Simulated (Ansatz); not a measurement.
# LiMg$_{2}$Sn$_{2}$: reading a single point

```yaml
crystal:
  lattice:
    - [4.39114, 0.00000, 0.00000]
    - [-2.19557, 3.80284, 0.00000]
    - [0.00000, 0.00000, 7.31546]
  atoms:
    - { symbol: Mg, position: [0.33330, 0.66670, 0.62860] }
    - { symbol: Mg, position: [0.66670, 0.33330, 0.37140] }
    - { symbol: Sn, position: [0.33330, 0.66670, 0.25710] }
    - { symbol: Sn, position: [0.66670, 0.33330, 0.74290] }
    - { symbol: Li, position: [0.00000, 0.00000, 0.00000] }
```

The numbers come from plane-wave PAW DFT (Ansatz): PBE, no spin polarisation, 420 eV, 9×9×5 Γ-centred k points, fermi-dirac occupations (width 0.1 eV). Nothing was relaxed.

Question: Is it stable against the elements?

Answer: 0.19 eV an atom against the elements' usual phases (free molecules for gases, crystals otherwise, with no correction for O₂ or N₂), so at this geometry it isn't bound against them. Relaxing would lower it.

Question: Where is the largest force?

Answer: The largest is on Sn3 (and as large on other atoms): 1.87 eV/Å, components (0.00, 0.00, -1.87). It makes 108° with the line to a nearest neighbour, Mg2 at 2.67 Å.

Question: Metal or insulator?

Answer: It is a metal, with about 3.1 states/eV a cell as the mean within 0.25 eV of the Fermi level, mostly Sn p (88 %).

Question: What does the stress say?

Answer: The pressure is 7.7 GPa (compression positive), so with the atoms held at these fractions the cell would first expand; the forces are large, so a full relaxation may end otherwise. The principal stresses 5.3, 9.0, 9.0 GPa differ, so its shape would change too.

Origin: a known structure type with other elements, at an estimated volume, so it need not be a known compound. Caveats: atoms or cell far from equilibrium.
